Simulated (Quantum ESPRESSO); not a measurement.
pw.x input (Quantum ESPRESSO 7.5; PBEsol, PseudoDojo standard norm-conserving files, scalar-relativistic):

```
&CONTROL
  calculation = 'scf'
  pseudo_dir = './pseudo'
  outdir = './out'
  tprnfor = .true.
  tstress = .true.
/
&SYSTEM
  ibrav = 0
  nat = 12
  ntyp = 3
  ecutwfc = 100.0
  ecutrho = 400.0
  occupations = 'smearing'
  smearing = 'fd'
  degauss = 0.002
  nbnd = 64
/
&ELECTRONS
  conv_thr = 1.2e-09
/
ATOMIC_SPECIES
O 15.9990 O.upf
P 30.9738 P.upf
Lu 174.9668 Lu.upf
CELL_PARAMETERS angstrom
 -3.367115000000   3.367115000000   2.956880000000
  3.367115000000  -3.367115000000   2.956880000000
  3.367115000000   3.367115000000  -2.956880000000
ATOMIC_POSITIONS crystal
O   0.514400000000   0.336910000000   0.177490000000
O   0.086910000000   0.409420000000   0.322510000000
O   0.159420000000   0.336910000000   0.822510000000
O   0.086910000000   0.764400000000   0.677490000000
O   0.235600000000   0.913090000000   0.322510000000
O   0.663090000000   0.485600000000   0.822510000000
O   0.590580000000   0.913090000000   0.677490000000
O   0.663090000000   0.840580000000   0.177490000000
P   0.250000000000   0.750000000000   0.500000000000
P   0.500000000000   0.500000000000   0.000000000000
Lu   0.000000000000   0.000000000000   0.000000000000
Lu   0.750000000000   0.250000000000   0.500000000000
K_POINTS automatic
6 6 6 0 0 0
```

End of the output:

```

[...]
     the Fermi energy is    11.4211 ev
!    total energy              =   -1278.69148276 Ry
     estimated scf accuracy    <          9.9E-10 Ry
     smearing contrib. (-TS)   =       0.00000000 Ry
     internal energy E=F+TS    =   -1278.69148276 Ry
     The total energy is F=E-TS. E is the sum of the following terms:
     one-electron contribution =    -702.79097851 Ry
     hartree contribution      =     453.42413382 Ry
     xc contribution           =    -223.21362666 Ry
     ewald contribution        =    -806.11101141 Ry
     convergence has been achieved in  11 iterations
     Forces acting on atoms (cartesian axes, Ry/au):
     atom    1 type  1   force =     0.00000000    0.00839985   -0.00557261
     atom    2 type  1   force =    -0.00839985   -0.00000000   -0.00557261
     atom    3 type  1   force =     0.00000000   -0.00839985   -0.00557261
     atom    4 type  1   force =     0.00839985    0.00000000   -0.00557261
     atom    5 type  1   force =     0.00000000   -0.00839985    0.00557261
     atom    6 type  1   force =    -0.00839985   -0.00000000    0.00557261
     atom    7 type  1   force =    -0.00000000    0.00839985    0.00557261
     atom    8 type  1   force =     0.00839985   -0.00000000    0.00557261
     atom    9 type  2   force =     0.00000000    0.00000000    0.00000000
     atom   10 type  2   force =    -0.00000000   -0.00000000   -0.00000000
     atom   11 type  3   force =     0.00000000    0.00000000   -0.00000000
     atom   12 type  3   force =    -0.00000000   -0.00000000    0.00000000
     Total force =     0.028511     Total SCF correction =     0.000063
     Computing stress (Cartesian axis) and pressure
          total   stress  (Ry/bohr**3)                   (kbar)     P=       34.79
   0.00023561  -0.00000000  -0.00000000           34.66       -0.00       -0.00
  -0.00000000   0.00023561  -0.00000000           -0.00       34.66       -0.00
  -0.00000000  -0.00000000   0.00023832           -0.00       -0.00       35.06
```
In a gapped system the printed Fermi energy is only some level inside the gap.

Geometry of the Materials Project entry, not relaxed at this level.
